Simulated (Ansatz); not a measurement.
**HO — O-17 NMR of the central transition**

Cell: a structure deposited in the COD, ions relaxed with PBE at fixed cell.

Space group P4_12_12 (No. 92); a = 4.0600, c = 8.0000 Å.

```csv
site,Wyckoff,site symmetry,x,y,z
H,8b,1,0.9315,0.3090,0.1313
O,8b,1,0.0530,0.1891,0.2224
```

One atom of each set is listed.

Method: Kohn–Sham DFT in Ansatz, PBE, plane waves and PAW, scalar-relativistic, 420 eV cutoff, Γ-centred 8×8×4 k-points, Fermi–Dirac smearing 0.05 eV.

O-17 has I = 5/2 and Q = -25.58 mb (Pyykkö 2018); at 7.05 T its Larmor frequency is ν₀ = 40.7 MHz. Only the quadrupole interaction is simulated: positions count from each site's isotropic chemical shift, and shift anisotropy, dipolar and J coupling are left out.

Question: What does the O-17 spectrum (static powder) show for each site?

Answer: 

```csv
site,first shell,C_Q (MHz),η,P_Q (MHz),δ_QIS (ppm),breadth (kHz)
O,"1 H at 1.01 Å, 1 O at 1.46 Å, angle 102°; also 2 H at 1.70–1.94 Å",-16.8,0.72,18.2,-1204,360
```

δ_QIS = −(ν_Q²/30ν₀²)[I(I+1) − 3/4](1 + η²/3) × 10⁶ ppm with ν_Q = 3|C_Q|/[2I(2I−1)]; it falls as 1/B₀² in ppm, and the breadth as 1/B₀ in kHz.

The structure holds O–O bonds (1.46 Å). At O V_zz points along the longer of its two bonds, to O (within 8°).
